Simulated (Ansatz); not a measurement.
Computed with Ansatz 0.2.0, DFT PBE, scalar-relativistic, plane waves, PAW. All cells share a 420 eV cutoff and Γ-centred k meshes spaced at most about 0.3 Å⁻¹ (about 0.25 or finer for metals, 2π included). Collinear spin in cells that started with moments and kept them past the coarse steps, no spin elsewhere.

All energies are static (0 K, no zero-point motion).

Two forms of NbFe2N3 were relaxed alike.

A. (site moments Fe -2.6, 2.6 μB) Space group R-3m (No. 166), trigonal, a = 5.614 Å, c = 8.282 Å. Around Nb lie 6 N at 2.13 Å, 2 Fe at 2.46 Å and 6 Fe at 3.26 Å; Fe is surrounded by 3 N at 1.94 Å, 1 Nb at 2.46 Å, 3 Nb at 3.26 Å and 6 N at 3.27 Å; around N lie 2 Fe at 1.94 Å and 2 Nb at 2.13 Å.

B. (site moments Fe 0.4 (×2) μB) Space group Amm2 (No. 38), orthorhombic, a = 2.872 Å, b = 8.157 Å, c = 6.856 Å. Nb is surrounded by 6 N at 2.15–2.24 Å, 4 Fe at 2.76 Å and 2 Nb at 2.87 Å; around Fe lie 2 N at 1.72–1.74 Å, 1 N at 1.88 Å and 2 Nb at 2.76 Å; N on a site of symmetry mm2 has 2 Fe at 1.72 Å and 2 Nb at 2.24 Å; N on a site of symmetry m has 1 Fe at 1.74 Å, 1 Fe at 1.88 Å and 2 Nb at 2.15 Å.

Question: Which would you expect to be lower, and how large is the difference?

Answer: B is lower, by 218 meV/atom. A has space group R-3m (No. 166), 12.6 Å³/atom and a gap of 0.27 eV on its mesh; B has space group Amm2 (No. 38), 13.4 Å³/atom and no gap. Their magnetic states differ too, which can make part of the margin. The lower one is the more open, so pressure narrows the difference. Even the lower one lies +0.03 eV/atom against the reference forms of the elements (uncorrected), a margin that errors in the energy of the gaseous reference can exceed. Both come from invented guesses.

Kohn–Sham gaps at this level usually fall short of measured ones. The magnetic state reached may not be the lowest. Cells relaxed within their symmetry can be saddle points. Some types were kept out of the candidates beforehand, so the set may lack a known form.
